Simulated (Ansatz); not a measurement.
Consider the following.

CuNi$_{3}$N:
```cif
data_CuNNi3
_chemical_formula_sum 'Cu1 Ni3 N1'
_space_group_name_H-M_alt 'P 1'
_space_group_IT_number 1
_cell_length_a 3.70091
_cell_length_b 3.70091
_cell_length_c 3.70091
_cell_angle_alpha 90.000
_cell_angle_beta 90.000
_cell_angle_gamma 90.000
loop_
_space_group_symop_operation_xyz
  'x, y, z'
loop_
_atom_site_label
_atom_site_type_symbol
_atom_site_fract_x
_atom_site_fract_y
_atom_site_fract_z
_atom_site_occupancy
Cu1 Cu 0.00000 0.00000 0.00000 1
Ni1 Ni 0.00000 0.50000 0.50000 1
Ni2 Ni 0.50000 0.00000 0.50000 1
Ni3 Ni 0.50000 0.50000 0.00000 1
N1 N 0.50000 0.50000 0.50000 1
```
The run is spin-polarised; directions of the spins, atom by atom: 0 ↑ ↑ ↑ 0.

This is the r²SCAN-relaxed structure.

Question: All from DFT-r²SCAN in the program Ansatz with PAW potentials, unless another level is named. Estimate the electronic character.

Answer: metallic (no gap).

Question: What about the density of states at the Fermi level?

Answer: 0.63 states/eV per atom (mean over ±0.08 eV).

Question: What about the formation energy from the elements (no fitted shifts)?

Answer: -0.017 eV/atom.

Space group Pm-3m (anti-perovskite). The workflow started from a Materials Project entry (that database holds measured and hypothetical structures alike); the Crystallography Open Database copy checked does not list it. Its standing as an ambient phase is unchecked. Symmetry was held in the r²SCAN relaxation; its stability against distortions is not shown here. Spin order of the final state: ferromagnetic, the only order run, not a proven ground state. Other orbital occupations within this spin state were not tried. No Hubbard U is applied. The references are the lowest solids computed at this level, not always the standard phases (solids in place of the gases).

Potentials: the later of the program's two PAW sets.
